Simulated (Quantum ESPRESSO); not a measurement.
How NMR parameters follow atomic displacements in SiC (P6₃mc)

```xyz
12
Lattice="3.0766 0.0000 0.0000 -1.5383 2.6644 0.0000 0.0000 0.0000 15.0981" Properties=species:S:1:pos:R:3 pbc="T T T"
Si     0.0000     1.7763    12.5765
Si     1.5383     0.8881     5.0275
Si     1.5383     0.8881    10.0629
Si     0.0000     1.7763     2.5138
Si     0.0000     0.0000     7.5450
Si     0.0000     0.0000    15.0940
C      0.0000     0.0000    13.2013
C      0.0000     0.0000     5.6523
C      0.0000     1.7763    10.6894
C      1.5383     0.8881     3.1404
C      1.5383     0.8881     8.1759
C      0.0000     1.7763     0.6269
```
Geometry: a computed entry of the Materials Project; it was not checked against measured cells. It is SiC in P6₃mc, a polytype of 6 double layers. Stability against distortions was not tested.

The last row's change in full: C7 and its equivalents moved by 0.04 Å along (0.00, 0.00, 1.00), space group kept; the other rows go along the same path.

Method: shieldings by PBE GIPAW on JTH datasets (Quantum ESPRESSO, modified build), 20 Ha, k-mesh 9×9×2 shifted, f-sum rule met within 0.051 %. Values are those of the named site's first atom. σ is an absolute shielding without the bulk-susceptibility term: within one crystal shift differences are minus those of σ, between compounds the missing term differs by several ppm. By our sweeps, such settings leave a few ppm in absolute σ. The datasets of Si hold no d projectors, which limits absolute σ on these atoms. Static lattice: thermal averaging is not included.

Unchanged cell: σ_iso C1 (ppm) = 140.2.

Problem. How do these values move along the path (displacement (Å): -0.04, +0.04)?

Solution. 
```json
[
 {"displacement (Å)": "-0.04", "σ_iso C1 (ppm)": "140.9"},
 {"displacement (Å)": "0", "σ_iso C1 (ppm)": "140.2"},
 {"displacement (Å)": "+0.04", "σ_iso C1 (ppm)": "139.3"}
]
```
